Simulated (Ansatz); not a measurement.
This run works on a proposed trial structure, not on a known crystal.

Input and command of a plane-wave DFT calculation in Ansatz:

```yaml
crystal:
  lattice:
    - [5.4762352409, -2.5766591363, 0.0]
    - [5.4762352409, 2.5766591363, 0.0]
    - [0.0, 0.0, 4.5299333567]
  atoms:
    - { symbol: Si, position: [0.6484465262, 0.9939070504, 0.2791895872] }
    - { symbol: Si, position: [0.0060929496, 0.3515534738, 0.2791895872] }
    - { symbol: Si, position: [0.9939070504, 0.6484465262, 0.7791895872] }
    - { symbol: Si, position: [0.3515534738, 0.0060929496, 0.7791895872] }
    - { symbol: Si, position: [0.3934898909, 0.6065101091, 0.691788606] }
    - { symbol: Si, position: [0.6065101091, 0.3934898909, 0.191788606] }
    - { symbol: "N", position: [0.3388902251, 0.0629694076, 0.1514161098] }
    - { symbol: "N", position: [0.9370305924, 0.6611097749, 0.1514161098] }
    - { symbol: "N", position: [0.0629694076, 0.3388902251, 0.6514161098] }
    - { symbol: "N", position: [0.6611097749, 0.9370305924, 0.6514161098] }
basis:
  ecutwfc: 420
kpoints:
  mp_grid: { grid: [6, 6, 6] }
hamiltonian:
  xc: pbe
scf:
  occupations: { method: gaussian, width: 0.02 }
output:
  forces: true
  stress: true
  eigenvalues: true
relax:
  adjacent_minimum: "off"
  f_tol: 0.01
  max_steps: 30
  cell: { stress_tol: 0.1, fix: [volume] }
```

```bash
ansatz run input.yaml --threads 1 --pin off --max-ram 2560MiB --backend cpu --events-out ev --progress --plain --runs-dir out
```

Processor: Arm Neoverse V1, 1 thread, on a host shared with other jobs.

Task: How long does it run, and how much memory does it take?

Result: About 2.5 min, peak memory 0.45 GiB. It solves 32 bands at 52 k points (after reduction by symmetry) with about 2509 plane waves, in 32 SCF iterations over 7 ionic steps.
